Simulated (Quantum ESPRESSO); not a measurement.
Kohn-Sham bands of Sb (R-3m)

```xyz
2
Lattice="-2.1771 3.7708 0.0000 -4.3541 0.0000 0.0000 -2.1771 1.2569 3.8299" Properties=species:S:1:pos:R:3 pbc="T T T"
Sb     2.1771    -1.2569    -0.7477
Sb    -2.1771     1.2569     0.7477
```

Cell from Materials Project (mp-104), symmetrised, no further relaxation. This is the element's usual structure. Level: PBEsol, no spin polarisation, no spin-orbit coupling; pw.x of Quantum ESPRESSO at 64 Ry with PseudoDojo potentials, 8×8×8 k-points, Wannier90. Density: 8×8×8 mesh, cold smearing 0.01 Ry. The cell is built of weakly bound layers, chains or molecules, whose nearest atoms lie 3.43 Å apart. Database cells relaxed without dispersion often hold them too far apart, which can enlarge gaps and weakens couplings between them; spacing and stacking were not compared with the measured crystal. Spin-orbit coupling is left out although heavy elements are present.

Question: List the Kohn-Sham levels between −8 and 3.0 eV relative to the Fermi level at the high-symmetry points, as a band run of pw.x on that density gives them (levels within 2 meV counted together).

Answer: 
| point | k (reciprocal lattice) | levels (eV) |
|---|---|---|
| Γ | 0.000 0.000 0.000 | -5.11, -2.02, -1.79 (×2), 1.83, 2.52 (×2) |
| T | 0.000 0.000 0.500 | -1.37 (×2), -0.68, 0.19 (×2), 1.05 |
| H_2 | -0.262 -0.523 0.238 | -4.84, -4.67, -0.87, 0.67 |
| H_0 | -0.477 -0.738 -0.238 | -4.84, -4.67, -0.87, 0.67 |
| L | 0.000 -0.500 0.000 | -2.02, -1.91, -0.34, -0.33, 0.16, 0.60 |
| S_0 | -0.369 -0.738 -0.369 | -5.13, -3.07, -2.91, 2.66, 2.93 |
| S_2 | -0.369 -0.631 0.000 | -5.13, -3.07, -2.91, 2.66, 2.93 |
| F | -0.500 -0.500 0.000 | -5.24, -3.62, -3.56, 1.46 |
